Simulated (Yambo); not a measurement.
Quantum ESPRESSO input (LDA, PseudoDojo standard norm-conserving files, scalar-relativistic) whose wavefunctions are converted with p2y:

```
&CONTROL
  calculation = 'nscf'
  pseudo_dir = './pseudo'
  outdir = './out'
/
&SYSTEM
  ibrav = 0
  nat = 12
  ntyp = 4
  ecutwfc = 84.0
  ecutrho = 336.0
  occupations = 'fixed'
  force_symmorphic = .true.
  nbnd = 203
/
&ELECTRONS
  conv_thr = 1.2000000000000002e-08
  diago_full_acc = .true.
  diago_thr_init = 1e-08
/
ATOMIC_SPECIES
Li 6.9400 Li.upf
O 15.9990 O.upf
Zn 65.3800 Zn.upf
Sb 121.7600 Sb.upf
CELL_PARAMETERS angstrom
  2.659890000000  -4.585355000000   0.000000000000
  2.659890000000   4.585355000000   0.000000000000
 -1.828171000000   0.000000000000   4.943647000000
ATOMIC_POSITIONS crystal
Li   0.829900000000   0.170100000000   0.500000000000
Li   0.170100000000   0.829900000000   0.500000000000
Li   0.500000000000   0.500000000000   0.500000000000
O   0.078710000000   0.392530000000   0.235580000000
O   0.921290000000   0.607470000000   0.764420000000
O   0.607470000000   0.921290000000   0.764420000000
O   0.392530000000   0.078710000000   0.235580000000
O   0.235270000000   0.235270000000   0.771480000000
O   0.764730000000   0.764730000000   0.228520000000
Zn   0.666600000000   0.333400000000   0.000000000000
Zn   0.333400000000   0.666600000000   0.000000000000
Sb   0.000000000000   0.000000000000   0.000000000000
K_POINTS automatic
1 1 1 0 0 0
```

Yambo's initialisation report on symmetry, reciprocal space, the k grid and the gaps on this mesh:

```
  [02.02] Symmetries
  ==================

  Inversion symmetry    : yes
  Spatial inversion     : yes
  Inversion index       :  3
  K-space Time-reversal : no
  Magnetic symmetries   : no
  Group table correct   : yes
  Symmetries units      :  [cc]

  [02.03] Reciprocal space
  ========================

  nG shells         :  21116
  nG charge         :   84727
  nG WFs            :  10607
  nC WFs            :  10607
  G-vecs. in first 80 shells:  [ Number ]
    1   3   5   9  13  17  21  23  27
    31   35   37   39   41   45   49   53   55
    59   63   67   69   73   77   81   85   89
    93   97  101  105  109  111  115  117  121
   125  129  133  137  141  145  147  151  153
   157  161  165  169  173  177  181  185  189
   193  197  201  203  207  209  213  217  219
   223  227  231  235  239  243  247  251  255
   259  263  267  271  273  277  279  283
  ...
  Shell energy in first 80 shells:  [ mHa ]
     0.0000  226.1711  262.8973  287.7540  358.4752  489.0684  669.3749  803.3901  813.5485
    881.539      884.270      888.119      904.684      1051.59      1066.29      1151.02      1167.58      1171.00
    1195.17      1277.76      1407.33      1425.19      1433.90      1503.34      1688.09      1823.81      1854.98
    1856.94      1865.14      1935.86      1939.71      1956.27      1990.96      2029.13      2035.54      2035.98
    2063.99      2222.59      2246.76      2253.86      2298.44      2349.61      2366.08      2382.74      2414.60
    2458.92      2476.78      2561.77      2589.79      2592.25      2677.50      2700.48      2756.51      2789.64
    3042.55      3080.72      3087.13      3156.85      3169.47      3213.56      3226.28      3254.19      3263.26
    3270.76      3282.31      3284.69      3315.44      3401.20      3419.74      3434.33      3442.52      3466.19
    3476.46      3513.24      3526.15      3537.08      3552.47      3613.36      3618.74      3641.37
  ...

  [02.04] K-grid lattice
  ======================

  Compatible Grid is   : 0D
  K lattice UC volume  :  0.304810 [a.u.]

  IBZ K-points                                      :  1
  BZ  K-points                                      :  1

  K/Q-points units:
  rlu = crystal or reduced units; cc = cartesian coordinates; iku = interal k-units

  K [1]          [rlu]:  0.000000  0.000000  0.000000
         WF components:  10607

  [02.05] Energies & Occupations
  ==============================

  [X] === General ===
  [X] Electronic Temperature                        :  0.000000  0.000000 [eV K]
  [X] Bosonic    Temperature                        :  0.000000  0.000000 [eV K]
  [X] Finite Temperature mode                       : no
  [X] El. density                                   :  0.82925E+24 [cm-3]
  [X] Fermi Level                                   :  7.678423 [eV]

  [X] === Gaps and Widths ===
  [X] Conduction Band Min                           :  2.553117 [eV]
  [X] Valence Band Max                              :  0.000000 [eV]
  [X] Filled Bands                                  :   50
  [X] Empty Bands                                   :   51  203
  [X] Direct Gap                                    :  2.553117 [eV]
  [X] Direct Gap localized at k                     :  1
```
The gaps are LDA values on this mesh alone; only operations without fractional translations are kept.

Spin-orbit coupling is not included.

Geometry of the Materials Project entry, not relaxed at this level.
